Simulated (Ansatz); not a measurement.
**Cd$_{2}$C: relaxation of cell and atoms**

Computed with DFT, PBE, PAW with Ansatz's default frozen-core files, scalar-relativistic (Ansatz 0.2.0).

Command: `ansatz run input.yaml --threads 1 --pin off --max-ram 4096MiB --backend cpu --events-out ev --progress --plain --runs-dir out` The run took 40 s on 1 thread of Intel(R) Xeon(R) Processor @ 2.50GHz (Skylake/Cascade Lake), on a shared host, peak memory 0.38 GiB.

```yaml
crystal:
  lattice:
    - [0.0, 3.0056289091, 3.0056289091]
    - [3.0056289091, 0.0, 3.0056289091]
    - [3.0056289091, 3.0056289091, 0.0]
  atoms:
    - { symbol: C, position: [0.0, 0.0, 0.0] }
    - { symbol: Cd, position: [0.25, 0.25, 0.25] }
    - { symbol: Cd, position: [0.75, 0.75, 0.75] }
kpoints:
  mp_grid: { grid: [10, 10, 10] }
scf:
  occupations: { method: fermi_dirac, width: 0.03 }
hamiltonian:
  xc: pbe
  pseudopotentials: { kind: paw }
output:
  forces: true
  stress: true
relax:
  f_tol: 0.005
  max_steps: 80
  cell: {}
```

The cell is built from the fluorite type as a first guess.

The cutoff is 420 eV; energies and pressures of the walk include the program's estimate of the Pulay term.

Each frame lists the cell vectors (Å), then Cartesian positions (Å); symmetry keeps all forces zero. Free energies count from the first step, -16756.4168 eV.

The walk took 7 evaluations in all; steps that aren't listed are left out.

Step 1: E = 0.0 meV, P = -4.47 GPa

```
cell 0.0000 3.0056 3.0056 3.0056 0.0000 3.0056 3.0056 3.0056 0.0000
C     0.0000    0.0000    0.0000
Cd    1.5028    1.5028    1.5028
Cd    4.5084    4.5084    4.5084
```

Step 2: E = -27.3 meV, P = 4.09 GPa

```
cell 0.0000 2.9017 2.9017 2.9017 0.0000 2.9017 2.9017 2.9017 0.0000
C     0.0000    0.0000    0.0000
Cd    1.4508    1.4508    1.4508
Cd    4.3525    4.3525    4.3525
```

Step 3: E = -51.0 meV, P = -0.46 GPa

```
cell 0.0000 2.9495 2.9495 2.9495 0.0000 2.9495 2.9495 2.9495 0.0000
C     0.0000    0.0000    0.0000
Cd    1.4748    1.4748    1.4748
Cd    4.4243    4.4243    4.4243
```

(1) How does the relaxation end?

## Answers

(1) It converges, with a = 5.887 Å, b = 5.887 Å, c = 5.887 Å, α = 90.00°, β = 90.00°, γ = 90.00° (conventional cell, space group Fm-3m). The last solve (on a basis chosen afresh for the final cell, so its energy is not quite comparable) gives E = -49.0 meV, P = 0.00 GPa:
```
cell 0.0000 2.9436 2.9436 2.9436 0.0000 2.9436 2.9436 2.9436 0.0000
C     0.0000    0.0000    0.0000
Cd    1.4718    1.4718    1.4718
Cd    4.4155    4.4155    4.4155
```
